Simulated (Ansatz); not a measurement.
# What strain does to Ca₂SeO (ordering on rocksalt)

Ca₂SeO, ordered on the rocksalt lattice (R-3m) with 4 atoms a cell, relaxed with r2SCAN in the PAW code Ansatz. Space group R-3m (No. 166), trigonal; conventional cell a = 3.769 Å, c = 18.876 Å, 19.35 Å³ an atom. Around O lie 6 Ca at 2.54 Å; around Se lie 6 Ca at 2.85 Å; around Ca lie 3 O at 2.54 Å and 3 Se at 2.85 Å.

The axes x, y and z are those of this cell:
```
O Se Ca
1.0
     1.88463    1.08809    6.29203
    -1.88463    1.08809    6.29203
     0.00000   -2.17618    6.29203
O Se Ca
1 1 2
Cartesian
  1.8846 1.0881 6.2920
  0.0000 0.0000 9.4380
  0.0000 0.0000 4.9828
  0.0000 0.0000 13.8933
```

Unstrained: With PBE the valence top lies at Γ and the conduction bottom at F, 1.688 eV higher; the smallest vertical gap, at Γ, is 2.218 eV. The r2SCAN gap is indirect, 2.107 eV (Γ to F), below the direct gap of 2.764 eV at Γ. With HSE06 the valence top lies at Γ and the conduction bottom at F, 2.687 eV higher; the smallest vertical gap, at Γ, is 3.098 eV. Meshes: PBE 8×8×8, r2SCAN 8×8×8, HSE06 6×6×6. Strains are changes of length per length. After each strain the atoms were relaxed again with r2SCAN within the symmetry that the strain leaves, so tilts or polar shifts that break it weren't tested; points keep the names that they have in the unstrained zone. The cell comes from a prototype generator: it can be a known phase or a hypothetical one. Spin polarisation is off.

Changes of the least gap in eV (an overlap counts as a negative gap):
```csv
strain,volume change (%),space group,PBE,r2SCAN,HSE06,"energy rise, r2SCAN (meV/atom)"
uniaxial -5.08 % along z,-5.1,R-3m,+0.081,+0.093,–,21.8
```

Uniaxial -5.08 % along z, other directions held. r2SCAN: the gap goes from 2.107 to 2.200 eV (+0.093 eV); with r2SCAN the top three valence levels at Γ, grouped 2+1 from the top over 1244 meV, become 2+1 over 898 meV. Stress change with r2SCAN, compression positive: xx +2.62, yy +2.62, zz +7.19 GPa.

The runs are scalar-relativistic, without spin-orbit coupling.

The splittings at Γ are without spin-orbit coupling, which regroups them where it is of like size or larger.
